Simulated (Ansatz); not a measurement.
IrO$_{2}$ (rutile)

```yaml
crystal:
  lattice:
    - [4.52931, 0.00000, 0.00000]
    - [0.00000, 4.52931, 0.00000]
    - [0.00000, 0.00000, 3.17991]
  atoms:
    - { symbol: Ir, position: [0.00000, 0.00000, 0.00000] }
    - { symbol: Ir, position: [0.50000, 0.50000, 0.50000] }
    - { symbol: O, position: [0.30844, 0.30844, 0.00000] }
    - { symbol: O, position: [0.80844, 0.19156, 0.50000] }
    - { symbol: O, position: [0.19156, 0.80844, 0.50000] }
    - { symbol: O, position: [0.69156, 0.69156, 0.00000] }
```

E(V) scan at fixed shape, V₀ the volume above. The atoms relax within the cell's symmetry.

Level of theory: PBE (plane waves to 420 eV, PAW, scalar-relativistic; Ansatz, a quantum-chemistry and plane-wave program). k mesh 10×10×15 (Γ-centred), Fermi-Dirac smearing 0.05 eV. The energy includes the smearing's −TS. Stress and pressure are positive under compression. With the shape held, the modulus is that of even scaling; a crystal free to change shape is softer. IrO2 is run without spin polarisation and with no Hubbard U. IrO2 was relaxed with its symmetry unable to fall. Spin-orbit coupling is left out, though Ir is heavy. The PAW data are Ansatz's earlier set. The zero of ΔE is the relaxed starting cell. The last digit holds for this mesh only.

| V (Å³/atom) | ΔE (meV/atom) |
|---|---|
| 9.133 | 333.7 |
| 9.568 | 171.8 |
| 10.003 | 70.1 |
| 10.438 | withheld |
| 10.872 | 0.0 |
| 11.307 | 13.8 |
| 11.742 | 51.3 |
| 12.177 | 107.3 |
| 12.612 | 177.9 |

Fit a third-order Birch-Murnaghan form (E₀, V₀, B₀, B₀′ free) to the given rows and predict ΔE at V = 10.438.

Least squares on the 8 given rows: ΔE = E₀ + (9V₀B₀/16)·y²·[2 + (B₀′ − 4)y], y = (V₀/V)^(2/3) − 1, with V₀ = 10.874 Å³/atom, B₀ = 273.4 GPa (160.2 GPa = 1 eV/Å³; the term in eV is multiplied by 1000), B₀′ = 4.82, E₀ = 0.18 meV/atom; root-mean-square residual 0.13 meV/atom. At 10.438 the fit gives 16.3 meV/atom; the calculation gives 16.1 meV/atom, so the interpolation is off by 0.2 (+1.2 %). For the pressure the fit gives 12.3 GPa against the computed 12.4 GPa.

(A scan under strain: stresses follow from slopes of the energy per volume, elastic moduli from its curvatures.)
